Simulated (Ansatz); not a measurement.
## TiO2: from a starting cell to a relaxed one

The start is a relaxed TiO2 cell, doubled along one cell vector, shaken by Gaussian noise of σ = 0.08 Å a coordinate. The cell and all atomic positions are relaxed at zero pressure with r2SCAN (plane waves to 500 eV, PAW, scalar-relativistic; Ansatz, an electronic-structure program). The first steps use a coarse 4×7×9 k-mesh.

The start:
```yaml
crystal:
  lattice:
    - [-3.77800, 3.77800, 9.58868]
    - [1.88900, -1.88900, 4.79434]
    - [1.88900, 1.88900, -4.79434]
  atoms:
    - { symbol: Ti, position: [0.25498, 0.45472, 0.96869] }
    - { symbol: Ti, position: [0.75798, 0.49693, 0.03383] }
    - { symbol: Ti, position: [0.10777, 0.72915, 0.45952] }
    - { symbol: Ti, position: [0.63458, 0.76231, 0.50081] }
    - { symbol: O, position: [0.13775, 0.30933, 0.00187] }
    - { symbol: O, position: [0.66011, 0.31184, 0.01834] }
    - { symbol: O, position: [0.01054, 0.52587, 0.47259] }
    - { symbol: O, position: [0.52671, 0.52410, 0.49002] }
    - { symbol: O, position: [0.21807, 0.91454, 0.46460] }
    - { symbol: O, position: [0.73599, 0.98276, 0.53103] }
    - { symbol: O, position: [0.36030, 0.69117, 0.01893] }
    - { symbol: O, position: [0.85226, 0.73662, 0.01255] }
```

- Initial pressure: +6.2 GPa (positive: the cell is compressed)
- Largest initial force: 4.55 eV/Å, on Ti2 (atoms numbered as listed)
- Energy released: 0.10 eV/atom
- Relative to the parent: The parent structure is recovered, I4₁/amd (No. 141)
- Optimiser moves: 5

The end point of the relaxation:

```cif
data_O8Ti4
_chemical_formula_sum 'Ti4 O8'
_space_group_name_H-M_alt 'I41/amd :1'
_space_group_IT_number 141
_space_group_name_Hall 'I 4bw 2bw -1bw'
_cell_length_a 3.77810
_cell_length_b 3.77810
_cell_length_c 9.58882
_cell_angle_alpha 90.000
_cell_angle_beta 90.000
_cell_angle_gamma 90.000
loop_
_atom_site_label
_atom_site_type_symbol
_atom_site_symmetry_multiplicity
_atom_site_Wyckoff_symbol
_atom_site_fract_x
_atom_site_fract_y
_atom_site_fract_z
_atom_site_occupancy
Ti1 Ti 4 a 0.00000 0.00000 0.00000 1
O1 O 8 e 0.00000 0.00000 0.20721 1
```
(The calculation used a cell of 6 atoms; values per cell refer to that cell.)

Final values are on a 12×12×12 k-mesh of the relaxed cell. No spin polarisation in the result.
